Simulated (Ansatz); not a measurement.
BaTe (rock salt, space group No. 225), DFT-PBEsol in the program Ansatz with PAW potentials, all energies at zero smearing, with the estimated change up to a 700 eV cutoff added, with one set of potentials and settings (totals compare only within such a set). Cell of 2 atoms (1 Ba, 1 Te): -12767.710 eV.

```tsv
element	reference phase	E (eV/atom)
Ba	Im-3m, 1 atoms in the cell	-5862.6098
Te	P3_121, 3 atoms in the cell	-6901.5142
```

Formation energy per atom, worked out: (-12767.710 − 1×(-5862.6098) − 1×(-6901.5142))/2 = -1.793 eV/atom (-173 kJ per mol of atoms), at 0 K, without zero-point energy or fitted corrections.

Space group Fm-3m (rock salt). Symmetry was held in the PBEsol relaxation. The references are the lowest solids computed at this level, not always the standard phases. Scalar-relativistic: spin–orbit coupling is off unless named, which matters more the heavier the elements.

Potentials: the later of the program's two PAW sets.
